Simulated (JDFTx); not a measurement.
Reference run:

Cu(111) slab cut from bulk Cu (space group Fm-3m, indices of the conventional cell, lattice of the Materials Project entry mp-30, not re-optimised): 4 atoms in 4 planes, a 1x1 cell of 5.54 Å² (|a| = 2.530, |b| = 2.530 Å), 6.2 Å between the outermost planes, cell height 22.2 Å, 10×10×1 k mesh, Fermi smearing 0.01 Ha, no spin polarisation.

The reference is PBE, GBRV ultrasoft potentials, plane waves to 20/100 Ha; code: JDFTx (a modified build). Unrelaxed; liquid: linear PCM (GLSSA13), water, 1 M NaCl. Potentials refer to SHE, placed 4.44 V below the bulk liquid's zero by convention.

```json
[
 {"slab thickness": "2 atoms, 2.1 Å", "work function (eV)": "?", "U_pzc (V)": "?", "mean C below U_pzc (μF/cm²)": "14 over 0.5 V", "k states × plane waves": "14 × 2890", "cycles, vacuum run": "38", "rough core time, vacuum run": "40 s"},
 {"slab thickness": "3 atoms, 4.1 Å", "work function (eV)": "4.86", "U_pzc (V)": "0.16", "mean C below U_pzc (μF/cm²)": "14 over 0.5 V", "k states × plane waves": "14 × 3213", "cycles, vacuum run": "29", "rough core time, vacuum run": "50 s"},
 {"slab thickness": "4 atoms, 6.2 Å", "work function (eV)": "4.84", "U_pzc (V)": "0.14", "mean C below U_pzc (μF/cm²)": "15 over 0.5 V", "k states × plane waves": "14 × 3544", "cycles, vacuum run": "22", "rough core time, vacuum run": "60 s"},
 {"slab thickness": "5 atoms, 8.3 Å", "work function (eV)": "4.86", "U_pzc (V)": "0.16", "mean C below U_pzc (μF/cm²)": "14 over 0.5 V", "k states × plane waves": "14 × 3883", "cycles, vacuum run": "33", "rough core time, vacuum run": "2 min"},
 {"slab thickness": "6 atoms, 10.3 Å", "work function (eV)": "4.86", "U_pzc (V)": "0.16", "mean C below U_pzc (μF/cm²)": "14 over 0.5 V", "k states × plane waves": "14 × 4201", "cycles, vacuum run": "26", "rough core time, vacuum run": "2 min"},
 {"slab thickness": "9 atoms, 16.5 Å", "work function (eV)": "4.86", "U_pzc (V)": "0.16", "mean C below U_pzc (μF/cm²)": "14 over 0.5 V", "k states × plane waves": "14 × 5191", "cycles, vacuum run": "37", "rough core time, vacuum run": "6 min"}
]
```

Complete the blanks.


- 2 atoms, 2.1 Å, work function (eV): 4.81
- 2 atoms, 2.1 Å, U_pzc (V): 0.12

Core times come from shared machines and are rough, one run each.
